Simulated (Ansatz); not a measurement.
The calculation used DFT, LDA (PW92), plane waves (420 eV) with PAW, scalar-relativistic in Ansatz 0.2.0. (PAW data from PBE, frozen cores regenerated.)

An element in the omega (AlB2-type) structure gives this curve. The cell is scaled uniformly from the relaxed one, with fractional coordinates and shape fixed. Energies are extrapolated to zero smearing, pressures are those at the given smearing. Magnetic state: spin not included.

| V (Å³/atom) | E − E₀ (meV/atom) | P (GPa) |
| --- | --- | --- |
| 13.957 | 107.6 | 20.30 |
| 14.591 | 44.2 | 12.25 |
| 15.225 | 10.0 | 5.55 |
| 15.860 | 0.0 | -0.03 |
| 16.494 | 10.3 | -4.68 |
| 17.129 | 37.4 | -8.55 |
| 17.763 | 78.7 | -11.77 |

Task: Which element is it?
A. gold
B. palladium
C. titanium
D. rhenium

Result: C. Its fit is V₀ = 15.84 Å³/atom, B₀ = 128 GPa, B₀′ = 3.5.
